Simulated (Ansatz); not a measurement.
MgO:
Space group P4₂/mnm (No. 136); a = 5.498 Å, b = 5.498 Å, c = 3.267 Å, α = 90.00°, β = 90.00°, γ = 90.00°

```json
[
 {"atom": "Mg", "site": "4g", "symmetry": "m.2m", "x": "0.1791", "y": "0.1791", "z": "0.5000"},
 {"atom": "O", "site": "4f", "symmetry": "m.2m", "x": "0.3163", "y": "0.3163", "z": "0.0000"}
]
```

Relaxed with r²SCAN. The program Ansatz at the r²SCAN level (PAW) gives a gap of 4.16 eV.

Problem. What gap does HSE06 give on the same cell (Ansatz, PAW)?

Solution. 5.12 eV, 0.96 eV more. The hybrid was solved on a coarser mesh and at special points; its gap is the smallest among all of these.

```csv
k,v1 r²SCAN,c1 r²SCAN,v1 HSE06,c1 HSE06
Γ,-0.01,4.16,-0.01,5.12
Z,-0.50,8.60,[?],[?]
M,-0.37,7.37,-0.41,8.41
A,-0.43,7.92,[?],[?]
R,-0.20,8.80,[?],[?]
X,-0.28,6.34,[?],[?]
```

Problem. Top valence (v1) and lowest conduction level (c1) in eV from each method's valence maximum (which need not be a listed point): supply the withheld HSE06 values.

Solution. 
- X, v1 HSE06: -0.30
- X, c1 HSE06: 7.35
- Z, v1 HSE06: -0.56
- Z, c1 HSE06: 9.66
- R, v1 HSE06: -0.24
- R, c1 HSE06: 9.82
- A, v1 HSE06: -0.46
- A, c1 HSE06: 8.90

Cost on shared cores: the r²SCAN run (SCF on a 5×5×9 mesh, then bands and DOS) around 2.1 core-minutes (rough), the HSE06 run (SCF on 3×3×5, then a few points) very roughly 2.7 core-minutes; the tasks are unlike.

Space group P4_2/mnm. The start of the workflow was typed in or built on a structure type; neither database checked (COD, Materials Project) lists it. It is not the phase usual at ambient conditions (space group No. 225). Symmetry was held in the r²SCAN relaxation; its stability against distortions is not shown here.

Potentials: the later of the program's two PAW sets.
